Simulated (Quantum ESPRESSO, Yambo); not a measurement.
**G0W0 results for YO$_{2}$H**

```xyz
8
Lattice="4.3011 0.0000 0.0000 0.0000 3.6335 0.0000 -1.9422 0.0000 5.6361" Properties=species:S:1:pos:R:3 pbc="T T T"
H     -1.7122     0.9084     5.1867
H      4.0712     2.7251     0.4495
O      0.1338     0.9084     2.5300
O      2.2252     2.7251     3.1061
O     -0.7524     0.9084     5.2861
O      3.1114     2.7251     0.3500
Y      0.0884     2.7251     3.8845
Y      2.2706     0.9084     1.7517
```

The geometry is that of Materials Project entry mp-626151, symmetrised and not relaxed again.

Starting point: LDA (Quantum ESPRESSO, PseudoDojo norm-conserving, 84 Ry, scalar-relativistic). G0W0 in Yambo: 4×4×2 Γ-centred k mesh, 135 bands and a 7 Ry block in the screening, 135 bands in G with the Bruneval-Gonze terminator, plasmon pole fitted at 27.2 eV.

```yaml
LDA gap along the band path: 4.04 eV
LDA gap between the mesh's edge points ((0, 0, -0.5) → Γ): 4.04 eV
G0W0 gap between the same points: 5.78 eV
LDA smallest direct gap on the mesh (at Γ): 4.10 eV
G0W0 direct gap at that point: 5.83 eV
```

```
k point             band  E LDA (eV)  E QP (eV)  shift (eV)     Z
------------------  ----  ----------  ---------  ----------  ----
Γ                     VB       -0.06      -0.82       -0.75  0.79
Γ                     CB        4.04       5.02        0.98  0.85
(0, 0, -0.5)          VB        0.00      -0.76       -0.76  0.79
(0, 0, -0.5)          CB        5.06       6.33        1.26  0.85
(0, -0.5, -0.5)       VB       -0.57      -1.46       -0.89  0.79
(0, -0.5, -0.5)       CB        5.07       6.37        1.30  0.84
(-0.5, 0, 0)          VB       -0.41      -1.31       -0.90  0.79
(-0.5, 0, 0)          CB        5.09       6.43        1.34  0.84
(-0.5, 0, -0.5)       VB       -0.95      -1.95       -1.00  0.80
(-0.5, 0, -0.5)       CB        5.24       6.58        1.35  0.85
(-0.5, -0.5, 0)       VB       -0.62      -1.50       -0.88  0.79
(-0.5, -0.5, 0)       CB        5.46       6.87        1.41  0.84
(-0.5, -0.5, -0.5)    VB       -0.80      -1.71       -0.91  0.79
(-0.5, -0.5, -0.5)    CB        5.51       6.92        1.42  0.84
```

Energies count from the LDA valence-band maximum.

Nearest settings tried, and what they do to the gap: 90 bands in W, 90 bands in G: +54 meV; 2×2×2 mesh: +28 meV. Not varied: block. So the settings aren't converged at that level.

The structure is a Materials Project entry; no match was found in the copy of COD used, and its stability was not checked.
